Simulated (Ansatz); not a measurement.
**Notes on Ba**

```yaml
crystal:
  lattice:
    - [-2.49862, 2.49862, 2.49862]
    - [2.49862, -2.49862, 2.49862]
    - [2.49862, 2.49862, -2.49862]
  atoms:
    - { symbol: Ba, position: [0.00000, 0.00000, 0.00000] }
```

Single point in Ansatz 0.2.0 with PBE, no spin polarisation. Cutoff 420 eV, PAW datasets, 10×10×10 Γ-centred k mesh, fermi-dirac filling (width 0.1 eV).

Stress: The pressure is 0.1 GPa (compression positive), so with the atoms held at these fractions the cell is close to zero pressure.
Electronic structure: It is a metal, with about 1.3 states/eV a cell as the mean within 0.25 eV of the Fermi level.
Contacts: Ba–Ba at 4.33 Å: least valence density 0.04 e/Å³ and ELF 0.09 there, so no covalent bond. These are pseudo-fields; inside the PAW spheres they differ from the all-electron ones.

Origin: a database entry at a rescaled volume. Caveats: many states at the Fermi level without spin polarisation, so a magnetic state may lie lower.
